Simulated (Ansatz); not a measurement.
# Calculated 209Bi NMR of the central transition for BiTe

Cell: an entry of the Crystallography Open Database (COD), its atoms then relaxed with PBE in this cell.

Space group P-3m1 (No. 164); a = 4.4220, c = 24.0500 Å, γ = 120.00°.

| site | Wyckoff | site symmetry | x | y | z |
| --- | --- | --- | --- | --- | --- |
| Bi1 | 2c | 3m. | 0.0000 | 0.0000 | 0.1248 |
| Bi3 | 2d | 3m. | 0.3333 | 0.6667 | 0.2916 |
| Bi5 | 2d | 3m. | 0.6667 | 0.3333 | 0.4650 |
| Te7 | 2d | 3m. | 0.3333 | 0.6667 | 0.0536 |
| Te9 | 2d | 3m. | 0.6667 | 0.3333 | 0.2087 |
| Te11 | 2c | 3m. | 0.0000 | 0.0000 | 0.3636 |

One atom of each set is listed.

All values are calculated (Ansatz; DFT, PBE, plane waves and PAW, with spin–orbit coupling, 420 eV cutoff, Γ-centred 11×11×2 k-points, Fermi–Dirac smearing 0.05 eV), not measured.

209Bi has I = 9/2 and Q = -516.0 mb (Pyykkö 2018); at 21.1 T its Larmor frequency is ν₀ = 146.9 MHz (from the bare nuclear moment; shielding lowers the observed one by a per cent or two). Only the quadrupole interaction is simulated: positions count from each site's isotropic chemical shift, and shift anisotropy, dipolar and J coupling are left out, though they dominate static lines narrower than about 10 kHz.

Simulated pattern of one Bi site (static powder, Gaussian broadening 0.07 kHz):

(offset (kHz), height): (-2.370, 0), (-2.206, 94), (-2.041, 100), (-1.876, 65), (-1.712, 53), (-1.547, 46), (-1.382, 42), (-1.218, 40), (-1.053, 37), (-0.889, 36), (-0.724, 35), (-0.559, 35), (-0.395, 34), (-0.230, 33), (-0.065, 33), (0.099, 26), (0.264, 28), (0.429, 30), (0.593, 33), (0.758, 37), (0.923, 46), (1.087, 71), (1.252, 67), (1.417, 0)

Problem. Which |C_Q| and η does the pattern imply?

Solution. The pattern spans 3.41 kHz before broadening and its centre of gravity is at -0.654 kHz, which fixes P_Q; the places of the horns and steps fix η. That gives P_Q = 8.32 MHz, |C_Q| = 8.32 MHz and η = 0.00, the values that the calculation gives site Bi1 (6 Te at 3.07–3.25 Å). The other sites have |C_Q| = 21.9, 77.2 MHz. The sign of C_Q can't be read from the pattern.

An axis of threefold or higher order runs through Bi1, so V_zz lies along it and η is zero.

The largest force is 0.3 eV/Å, so the atoms aren't at the calculated equilibrium and relaxing them would move these values. Newer work puts Q(²⁰⁹Bi) near −420 mb, which would lower these couplings by about a fifth. With a gap of 0.15 eV under a smearing of 0.05 eV the band edges are partly filled, so small gradients can hang on the smearing and the k-mesh.
